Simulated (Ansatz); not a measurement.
HfO₂ on the sites of the cubic fluorite structure (relaxed group Fm-3m) was relaxed with 3 functionals in Ansatz, cell and atoms free, the symmetry of the start kept (meshes: PBE 8×8×8, r2SCAN 8×8×8, PBEsol 8×8×8). Note: simulated data, non-magnetic, for a generated structure that need not be the stable one.

The r2SCAN result:
```
Hf O
1.0
     0.00000    2.52918    2.52918
     2.52918    0.00000    2.52918
     2.52918    2.52918    0.00000
Hf O
1 2
Cartesian
  0.0000 0.0000 0.0000
  3.7938 3.7938 3.7938
  1.2646 1.2646 1.2646
```

Space group Fm-3m (No. 225), cubic; conventional cell a = 5.058 Å, 10.79 Å³ an atom. Hf has 8 O at 2.19 Å; O has 4 Hf at 2.19 Å.

Task: Order the functionals by the relaxed volume, smallest first.
A. PBE
B. PBEsol
C. r2SCAN

Result: B (10.69 Å³/atom), C (10.79 Å³/atom), A (11.04 Å³/atom).

Task: What lattice does PBEsol give?

Result: a = 5.044 Å; the volume differs by -0.9 % from r2SCAN's. Hf is surrounded by 8 O at 2.18 Å; O is surrounded by 4 Hf at 2.18 Å.

Task: How does the cell change with PBE?

Result: a = 5.098 Å; the volume differs by +2.3 % from r2SCAN's. Hf has 8 O at 2.21 Å; O has 4 Hf at 2.21 Å.

Task: Held at the r2SCAN cell, what mean stress does PBE find, and does its sign point to its own minimum?

Result: Yes. PBE +5.98 GPa, and its relaxed volume is +2.3 % from r2SCAN's. Compression counts positive, so a positive stress asks for a larger cell.
